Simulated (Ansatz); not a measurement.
Mo2W3: zone-centre modes

Level of theory: Ansatz, DFT PBE, scalar-relativistic, plane waves, PAW. Settings: 420 eV plane-wave cutoff, Γ-centred 12×12×12 mesh, Fermi-Dirac smearing of 0.15 eV. No spin polarisation. Phonons by linear response, acoustic sum rule imposed.

Relaxed structure:
```
CELL_PARAMETERS angstrom
2.24524 1.29629 4.58302
-2.24524 1.29629 4.58302
0.00000 -2.59257 4.58302
ATOMIC_POSITIONS crystal
Mo 0.80006 0.80006 0.80006
Mo 0.19994 0.19994 0.19994
W 0.40004 0.40004 0.40004
W 0.00000 0.00000 0.00000
W 0.59996 0.59996 0.59996
```

The structure comes from a generated guess, relaxed at this level; another structure or a mixture of phases may lie lower. In a metal, frequencies depend on the k mesh and the smearing, soft modes most. Spin–orbit coupling is left out, which matters for heavy elements.

(1) Is this structure stable against zone-centre distortions?

(2) List the optical modes at Γ (i marks imaginary ones).

Results:

(1) Yes, at Γ: no optical mode is imaginary. Strains and other wave vectors aren't tested by this run.

(2)
```tsv
frequency (cm⁻¹)	degeneracy
160	2
161	1
172	1
177	2
196	2
219	1
221	2
222	1
```
